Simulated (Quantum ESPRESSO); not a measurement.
# GaSi3O7F: input and log of a self-consistent run

Simulated, not a measurement. The program is pw.x of Quantum ESPRESSO 7.5 (plane-wave density functional theory). The cell is made up: 12 atoms on a rutile lattice, with randomly drawn elements, strain and displacements, not relaxed. PseudoDojo standard norm-conserving files (v0.5 for PBE, v0.4.1 for LDA and PBEsol) set the functional; there is no spin polarisation, spin-orbit coupling or dispersion term, and the masses in the input are unused placeholders.

Input:

```
&control calculation='scf', pseudo_dir='./dojo.nc.sr.pbe.v0_5.standard.upf', outdir='./o', disk_io='low', tprnfor=.true., tstress=.true. /
&system ibrav=0, nat=12, ntyp=4, nbnd=43, ecutwfc=84.00895049, nosym=.true., tot_charge=0,
 occupations='smearing', smearing='fd', degauss=0.0018374661
/
&electrons conv_thr=7.350e-09, electron_maxstep=60, /
ATOMIC_SPECIES
F 1.0 F.upf
Ga 1.0 Ga.upf
O 1.0 O.upf
Si 1.0 Si.upf
CELL_PARAMETERS angstrom
4.2441 0.0242 -0.0132
0.0242 4.2425 0.0082
-0.0168 0.0104 5.5682
ATOMIC_POSITIONS angstrom
Ga -0.1608 0.0325 0.0664
Si 1.9732 2.0589 1.4317
Si -0.0806 0.1378 2.7496
Si 2.0008 2.0585 4.2394
O 1.3743 1.3078 -0.0487
O 2.9252 2.9596 -0.1296
O 3.3017 0.7443 1.4306
O 0.7507 3.3797 1.3132
O 1.3025 1.284 2.7916
O 2.9611 2.9686 2.7986
F 3.435 0.7904 4.1413
O 0.8303 3.3919 4.1223
K_POINTS automatic
5 5 4 1 1 1
```

The log is shortened where brackets say so; the opening notice, blank lines, dates and the lines on written files are dropped, and the path of the files is cut. It prints rydbergs, bohrs and kilobars, and counts compression as positive stress. With no partly filled state, the Fermi energy that it prints is only some level between the filled and the empty states on the mesh, and need not lie in the true gap.

```
     Program PWSCF v.7.5
     Parallel version (MPI & OpenMP), running on       4 processor cores
     Number of MPI processes:                 4
     Threads/MPI process:                     1
     [start-up lines left out]
     bravais-lattice index     =            0
     lattice parameter (alat)  =       8.0204  a.u.
     unit-cell volume          =     676.5487 (a.u.)^3
     number of atoms/cell      =           12
     number of atomic types    =            4
     number of electrons       =        74.00
     number of Kohn-Sham states=           43
     kinetic-energy cutoff     =      84.0090  Ry
     charge density cutoff     =     336.0358  Ry
     scf convergence threshold =      7.3E-09
     mixing beta               =       0.7000
     number of iterations used =            8  plain     mixing
     Exchange-correlation= PBE
                           (   1   4   3   4   0   0   0)
     [axes and pseudopotential details left out]
   Cartesian axes
     site n.     atom                  positions (alat units)
         1        Ga     tau(   1) = (  -0.0378871   0.0076575   0.0156449  )
         2        Si     tau(   2) = (   0.4649180   0.4851103   0.3373318  )
         3        Si     tau(   3) = (  -0.0189907   0.0324679   0.6478504  )
         4        Si     tau(   4) = (   0.4714210   0.4850160   0.9988715  )
         5        O      tau(   5) = (   0.3238074   0.3081389  -0.0114745  )
         6        O      tau(   6) = (   0.6892246   0.6973298  -0.0305359  )
         7        O      tau(   7) = (   0.7779342   0.1753692   0.3370726  )
         8        O      tau(   8) = (   0.1768771   0.7963122   0.3094113  )
         9        O      tau(   9) = (   0.3068902   0.3025313   0.6577463  )
        10        O      tau(  10) = (   0.6976833   0.6994504   0.6593956  )
        11        F      tau(  11) = (   0.8093418   0.1862311   0.9757576  )
        12        O      tau(  12) = (   0.1956322   0.7991867   0.9712808  )
     number of k points=    50  Fermi-Dirac smearing, width (Ry)=  0.0018
                       cart. coord. in units 2pi/alat
        k(    1) = (   0.0997327   0.0992866   0.0953929), wk =   0.0400000
        k(    2) = (   0.1003275   0.0989148   0.2859502), wk =   0.0400000
     [further k points left out]
     Dense  grid:    70437 G-vectors     FFT dimensions: (  48,  48,  64)
     Estimated max dynamical RAM per process >     179.72 MB
     Estimated total dynamical RAM >     667.30 MB
     Initial potential from superposition of free atoms
     starting charge      73.9955, renormalised to      74.0000
     Starting wfcs are   53 randomized atomic wfcs
     total cpu time spent up to now is        4.9 secs
     per-process dynamical memory:   141.0 Mb
     Self-consistent Calculation
     iteration #  1     ecut=    84.01 Ry     beta= 0.70
     Davidson diagonalization with overlap
     ethr =  1.00E-02,  avg # of iterations =  2.9
     total cpu time spent up to now is       14.0 secs
     total energy              =    -458.62156391 Ry
     estimated scf accuracy    <       2.59563915 Ry
     iteration #  2     ecut=    84.01 Ry     beta= 0.70
     Davidson diagonalization with overlap
     ethr =  3.51E-03,  avg # of iterations =  2.1
     total cpu time spent up to now is       22.4 secs
     total energy              =    -459.38895481 Ry
     estimated scf accuracy    <       1.65709047 Ry
     iteration #  3     ecut=    84.01 Ry     beta= 0.70
     Davidson diagonalization with overlap
     ethr =  2.24E-03,  avg # of iterations =  2.0
     total cpu time spent up to now is       32.6 secs
     total energy              =    -459.68601260 Ry
     estimated scf accuracy    <       0.03359857 Ry
     iteration #  4     ecut=    84.01 Ry     beta= 0.70
     Davidson diagonalization with overlap
     ethr =  4.54E-05,  avg # of iterations =  6.0
     total cpu time spent up to now is       42.4 secs
     total energy              =    -459.69841213 Ry
     estimated scf accuracy    <       0.00626107 Ry
     iteration #  5     ecut=    84.01 Ry     beta= 0.70
     Davidson diagonalization with overlap
     ethr =  8.46E-06,  avg # of iterations =  4.3
     total cpu time spent up to now is       54.3 secs
     total energy              =    -459.69903116 Ry
     estimated scf accuracy    <       0.00123692 Ry
     [iterations 6 to 7 left out]
     iteration #  8     ecut=    84.01 Ry     beta= 0.70
     Davidson diagonalization with overlap
     ethr =  9.28E-09,  avg # of iterations =  3.0
     total cpu time spent up to now is       79.9 secs
     total energy              =    -459.69911858 Ry
     estimated scf accuracy    <       0.00000545 Ry
     iteration #  9     ecut=    84.01 Ry     beta= 0.70
     Davidson diagonalization with overlap
     ethr =  7.36E-09,  avg # of iterations =  2.0
     total cpu time spent up to now is       90.1 secs
     total energy              =    -459.69911897 Ry
     estimated scf accuracy    <       0.00000056 Ry
     iteration # 10     ecut=    84.01 Ry     beta= 0.70
     Davidson diagonalization with overlap
     ethr =  7.59E-10,  avg # of iterations =  2.0
     total cpu time spent up to now is      101.4 secs
     total energy              =    -459.69911916 Ry
     estimated scf accuracy    <       0.00000003 Ry
     iteration # 11     ecut=    84.01 Ry     beta= 0.70
     Davidson diagonalization with overlap
     ethr =  4.49E-11,  avg # of iterations =  2.0
     total cpu time spent up to now is      111.1 secs
     total energy              =    -459.69911916 Ry
     estimated scf accuracy    <       0.00000001 Ry
     iteration # 12     ecut=    84.01 Ry     beta= 0.70
     Davidson diagonalization with overlap
     ethr =  1.44E-11,  avg # of iterations =  2.0
     total cpu time spent up to now is      118.5 secs
     End of self-consistent calculation
          k = 0.0997 0.0993 0.0954 (  8806 PWs)   bands (ev):
   -17.7311 -11.3170  -9.9545  -9.4691  -7.9726  -7.5570  -7.0219  -6.6615
    -3.4705  -3.3435  -3.2508  -3.0647  -2.9484  -1.0857  -0.1811   0.3877
     1.7945   2.1247   2.9861   3.5499   4.1876   4.5032   4.7688   5.0331
     5.4611   5.7454   6.1510   6.3990   7.0139   7.6252   7.9753   8.3021
     8.6085   8.9381   9.1508   9.4036  10.7004  14.4025  16.2890  17.1458
    17.8770  18.3729  19.0840
     [levels at the other k points left out]
     the Fermi energy is    13.0603 ev
!    total energy              =    -459.69911916 Ry
     estimated scf accuracy    <          1.7E-09 Ry
     smearing contrib. (-TS)   =       0.00000000 Ry
     internal energy E=F+TS    =    -459.69911916 Ry
     The total energy is F=E-TS. E is the sum of the following terms:
     one-electron contribution =    -123.81924163 Ry
     hartree contribution      =     123.08056716 Ry
     xc contribution           =    -122.64910341 Ry
     ewald contribution        =    -336.31134128 Ry
     convergence has been achieved in  12 iterations
     Forces acting on atoms (cartesian axes, Ry/au):
     atom    1 type  2   force =     0.14953244   -0.12385491   -0.05269851
     atom    2 type  4   force =     0.08478966    0.15815318   -0.06095272
     atom    3 type  4   force =     0.11851156   -0.27549947   -0.04244224
     atom    4 type  4   force =    -0.00150595    0.29220151   -0.07143315
     atom    5 type  3   force =    -0.05085167   -0.06449302    0.06387189
     atom    6 type  3   force =    -0.08635662   -0.13744811    0.02712507
     atom    7 type  3   force =    -0.09596025    0.16955882    0.12699429
     atom    8 type  3   force =     0.10152099   -0.06702321    0.16573470
     atom    9 type  3   force =    -0.05661899   -0.04191314    0.03194914
     atom   10 type  3   force =    -0.04490246   -0.06309740   -0.00620413
     atom   11 type  1   force =    -0.09340747    0.12044506   -0.11771388
     atom   12 type  3   force =    -0.02475124    0.03297069   -0.06423046
     Total force =     0.669196     Total SCF correction =     0.000037
     Computing stress (Cartesian axis) and pressure
          total   stress  (Ry/bohr**3)                   (kbar)     P=      168.36
   0.00123918  -0.00018819  -0.00018823          182.29      -27.68      -27.69
  -0.00018819   0.00066083  -0.00027223          -27.68       97.21      -40.05
  -0.00018823  -0.00027223   0.00153336          -27.69      -40.05      225.56
     init_run     :      4.50s CPU      4.74s WALL (       1 calls)
     electrons    :    113.09s CPU    113.66s WALL (       1 calls)
     forces       :      1.42s CPU      1.44s WALL (       1 calls)
     stress       :      5.01s CPU      5.03s WALL (       1 calls)
     [timing details left out]
     PWSCF        :   2m 4.26s CPU   2m 5.15s WALL
     JOB DONE.
```

In other units: free energy -6254.525 eV for the cell, pressure 16.84 GPa, largest force component 7.513 eV/Å. A rerun of this cell at 1437 eV and a 7 x 7 x 6 mesh moved values by no more than 0.004 eV in energy, 0.04 GPa in stress and 0.003 eV/Å in force.